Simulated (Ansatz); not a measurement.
SnTe (rock salt), generalised stacking-fault energy along a line

SnTe (rock salt) is sheared across one {100} plane: the third cell vector gains the shift, so faults repeat every 9.6 Å. The cut lies between planes 3.20 Å apart; the cell height is held.

```yaml
crystal:
  lattice:
    - [4.53197, 0.00000, 0.00000]
    - [0.00000, 4.53197, 0.00000]
    - [2.26598, 2.26598, 9.61375]
  atoms:
    - { symbol: Te, position: [0.00000, 0.00000, 0.83333] }
    - { symbol: Te, position: [0.33333, 0.33333, 0.16667] }
    - { symbol: Te, position: [0.66667, 0.66667, 0.50000] }
    - { symbol: Sn, position: [0.50000, 0.50000, 0.83333] }
    - { symbol: Sn, position: [0.83333, 0.83333, 0.16667] }
    - { symbol: Sn, position: [0.16667, 0.16667, 0.50000] }
```

In-plane vectors a = (4.532, 0.000) Å, b = (0.000, 4.532) Å, area 20.54 Å². The shift is s times the vector a (length 4.532 Å), so s = 1 restores the start. Atoms relax along the normal only. γ = [E(shift) − E(0)] / area.

All values below come from PBE (plane waves to 420 eV, PAW, scalar-relativistic; Ansatz, a quantum-chemistry and plane-wave program). k mesh 9×9×9 (Γ-centred), Fermi-Dirac smearing 0.05 eV. Energies are extrapolated to zero smearing. As the smearing reaches across the gap at some points, the k mesh leaves noise in γ, roughly 0.02 J/m² as judged from a few cases. Faults lie only 9.6 Å apart, and holding the cell height raises γ above its relaxed value. SnTe was relaxed with its symmetry unable to fall. Spin-orbit coupling is left out, though Te is heavy. γ is measured from zero shift.

```tsv
shift (Å)	γ (J/m²)
0.000	0.00
0.378	0.03
0.755	0.09
1.133	0.18
1.511	0.24
1.888	0.28
2.266	0.30
2.644	0.28
3.021	0.24
3.399	0.18
3.777	0.09
4.154	0.03
```

Summary:

The highest computed γ on the line comes out as 0.30 J/m². Position of the highest point: s = 0.417 and s = 0.500 and s = 0.583.

The 12 points together took roughly 60 core-minutes.

(The slope of γ gives the shear force per area between the displaced halves; near zero shift its curvature is an elastic stiffness.)
